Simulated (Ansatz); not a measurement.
Property card for VMo3S8

Method: DFT PBE, scalar-relativistic, plane waves, PAW (Ansatz 0.2.0).

Settings: cutoff 420 eV, Γ-centred mesh 12×12×2 on the computed 12-atom cell, Gaussian smearing of 0.10 eV; no spin polarisation.

The structure is relaxed at this level of theory with its symmetry kept, and needn't be the ground state of this composition.

```cif
data_structure
_symmetry_space_group_name_H-M 'P-3m1'
_symmetry_Int_Tables_number 164
_cell_length_a 3.1901
_cell_length_b 3.1901
_cell_length_c 27.2541
_cell_angle_alpha 90.000
_cell_angle_beta 90.000
_cell_angle_gamma 120.000
_cell_volume 240.20
loop_
_atom_site_label
_atom_site_type_symbol
_atom_site_symmetry_multiplicity
_atom_site_Wyckoff_symbol
_atom_site_fract_x
_atom_site_fract_y
_atom_site_fract_z
_atom_site_occupancy
V1 V 1 a 0.00000 0.00000 0.00000 1
Mo1 Mo 2 c 0.00000 0.00000 0.24894 1
Mo2 Mo 1 b 0.00000 0.00000 0.50000 1
S1 S 2 d 0.66667 0.33333 0.19080 1
S2 S 2 d 0.66667 0.33333 0.44182 1
S3 S 2 d 0.66667 0.33333 0.69287 1
S4 S 2 d 0.66667 0.33333 0.94627 1
```

| Property | Result |
| --- | --- |
| Space group | P-3m1 (No. 164) |
| Volume per atom | 20.02 Å³ |
| Formation energy from the elements' standard states (uncorrected) | -0.678 eV/atom |
| Kohn–Sham band gap | none (metal) |
| Density of states at the Fermi level | 9.6 states/eV per cell |
| Orbital (Löwdin) character within 0.5 eV of the Fermi level | S 3p 40 %, Mo 4d 38 %, V 3d 19 % |

The cell holds layers, chains or molecules and no dispersion correction was added, so their binding is poorly described.

A magnetic start lost its moments in a first run, so spin was left out; other magnetic orders weren't tried.

The cell was found from a structure generator's guess, not taken from experiment. Löwdin shares on free-atom orbitals overweight diffuse shells.
